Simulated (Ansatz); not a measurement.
Computed scan of one atom of the cell: Cu (fcc, Cu type)

Cu (fcc, Cu type)

```
CELL_PARAMETERS angstrom
      3.56339     0.00000     0.00000
      0.00000     3.56339     0.00000
      0.00000     0.00000     3.56339
ATOMIC_POSITIONS crystal
  Cu 0.00000 0.00000 0.00000
  Cu 0.50000 0.50000 0.00000
  Cu 0.50000 0.00000 0.50000
  Cu 0.00000 0.50000 0.50000
```

In each cell atom 4 (Cu, nearest neighbour Cu at 2.520 Å; its periodic images, 3.6 Å or more away, move with it) moves by s·(1.000, 0.000, 0.000) (along Cartesian x), the rest being held.

These are PBEsol (plane waves to 420 eV, PAW, scalar-relativistic; Ansatz, an electronic-structure program) values and carry that method's errors. k mesh 11×11×11 (Γ-centred), Fermi-Dirac smearing 0.05 eV. The energy includes the smearing's −TS. Compression counts positive. With partly filled bands, energies and forces of such displacements shift with the k mesh and the smearing. F∥ is the force on the atom along that direction. Cu is run without spin polarisation. Cu was relaxed with its symmetry unable to fall. The PAW data are Ansatz's earlier set. The zero of ΔE is the undisplaced structure.

| s (Å) | ΔE (meV/cell) | P (GPa) | F∥ (eV/Å) |
|---|---|---|---|
| -0.250 | 247 | 3.1 | 2.023 |
| -0.200 | 157 | 2.0 | 1.593 |
| -0.150 | 88 | 1.1 | 1.179 |
| -0.100 | 39 | 0.5 | 0.778 |
| -0.050 | 10 | 0.2 | 0.387 |
| 0.000 | 0 | 0.0 | 0.000 |
| 0.050 | 10 | 0.2 | -0.387 |
| 0.100 | 39 | 0.5 | -0.778 |
| 0.150 | 88 | 1.1 | -1.179 |
| 0.200 | 157 | 2.0 | -1.593 |
| 0.250 | 247 | 3.1 | -2.023 |

Derived quantities:

- Energy at s = 0.250 Å = 247 meV/cell
- Force along the line at s = -0.250 Å = 2.02 eV/Å
- Symmetry of the curve = even: the same for both signs
- Shape of the curve = a single well with its minimum at or next to zero displacement
- Force constant k = d²E/ds² at s = 0 (finite differences) = 7.72 eV/Å²
- Harmonic estimate at the end of the scan = ½ks² = 241 meV/cell against the computed 247 meV/cell, so the well is close to harmonic there

(For displaced atoms, the force is minus the slope of the energy, and its curvature is a force constant, which sets phonon frequencies.)
